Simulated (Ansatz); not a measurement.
Values for one crystal, relaxed and computed with PBE (plane waves, PAW; program Ansatz); other levels are named.

```yaml
volume_per_atom: 12.92 Å³
band_gap: 2.64 eV (direct)
Pressure derivative B′: 3.9
Formation energy from the elements (no fitted shifts): -1.25 eV/atom
Hole effective mass, band 3 of 3 at the edge: 0.25 along [100], 0.44 along [110], 0.57 along [111] (mₑ)
electron_effective_mass: 0.33 mₑ (isotropic)
conduction_band_minimum: at Γ
```

Q: Which of these materials gives this?
(A) AlN, Pm-3n (Al on 6d, N on 6c)
(B) Al3GaAs4, P-4m2 (Pearson symbol tP8)
(C) Ge3N4, P6_3/m (Ge on 6h, N on 2c, N on 6h)
(D) Al2O3, corundum

A: A, AlN, Pm-3n (Al on 6d, N on 6c)

The start of the workflow was typed in or built on a structure type; neither database checked (COD, Materials Project) lists it. It is not the phase usual at ambient conditions (space group No. 186, 216). Symmetry was held in the PBE relaxation; its stability against distortions is not shown here. The references are the lowest solids computed at this level, not always the standard phases (solids in place of the gases).

Potentials: the earlier of the program's two PAW sets.
